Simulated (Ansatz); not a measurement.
**Structures of Cs2Ru: which is lowest?**

Plane-wave DFT in Ansatz with scalar-relativistic PAW potentials, cutoff 420 eV, Γ-centred meshes chosen by cell and gap, Gaussian smearing with energies taken to zero width. Every cell was relaxed (cell and atoms) in a run of its own, within the symmetry of its start. Functional: PBE.

Relaxed structures (starts from databases or built by putting these elements on another compound's sites):
A. P6/mmm, 3 atoms in the computed cell, a = 6.164 Å, c = 3.309 Å; sites (symmetry × multiplicity) Cs -6m2 × 2, Ru 6/mmm × 1; start: built
B. Pnnm, 6 atoms in the computed cell, a = 6.823 Å, b = 6.836 Å, c = 5.266 Å; sites (symmetry × multiplicity) Cs ..m × 4, Ru ..2/m × 2; start: built

Question: Rank them by energy. Could pressure change the order?

Answer:
```csv
structure,group,E − E(lowest) (meV/atom),V (Å³/atom),gap on mesh (eV)
B,Pnnm,0.0,40.94,0.00
A,P6/mmm,110,36.30,0.00
```

B is lowest, 110 meV/atom under A. A is denser by 4.64 Å³/atom, so pressure favours it: ΔE/ΔV, with ΔE in eV and 1 eV/Å³ = 160.2 GPa, gives about 3.8 GPa for equal enthalpy if both cells were rigid, a rough figure since the two compress differently. Other structures may lie lower than all of these, and vibrations aren't counted.

Spin-orbit coupling is left out, which matters for the bands of heavy elements.